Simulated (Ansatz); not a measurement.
**Ti$_{2}$Cl: computed properties**

Theory: Ansatz, DFT PBE, scalar-relativistic, plane waves, PAW.

Cutoff 420 eV; k points 12×12×16 on the computed 3-atom cell (Γ-centred); Gaussian smearing, width 0.10 eV; collinear spin from starting moments 0.8 0.8 0.0 μB.

The structure is relaxed at this level of theory with its symmetry kept, and needn't be the ground state of this composition.

```
Ti Cl
1.0
     4.69271    0.00000    0.00000
    -2.34635    4.06400    0.00000
     0.00000    0.00000    2.86964
Ti Cl
2 1
Direct
  0.33333 0.66667 0.50000
  0.66667 0.33333 0.50000
  0.00000 0.00000 0.00000
```

```json
{
  "Space group": "P6/mmm (No. 191)",
  "Volume per atom": "18.24 Å³",
  "Formation energy from the elements' standard states (uncorrected)": "+0.559 eV/atom",
  "Kohn–Sham band gap": "none (metal)",
  "Density of states at the Fermi level": "3.4 states/eV per cell",
  "Orbital (Löwdin) character within 0.5 eV of the Fermi level": "Ti 3d 83 %, Ti 4s 7 %",
  "Bader charge by site (e)": "Ti (2 in the cell) 0.43, Cl (1 in the cell) -0.85",
  "Total moment": "1.88 μB per cell",
  "Moment by site (μB)": "Ti1 0.72, Ti2 0.72"
}
```

Only this magnetic start was tried.

Another cell of Ti2Cl relaxed alike, in C2/m, lies 1.01 eV/atom lower, so this cell isn't the stable form at this level.

The cell was found from a structure generator's guess, not taken from experiment. Löwdin shares on free-atom orbitals overweight diffuse shells.
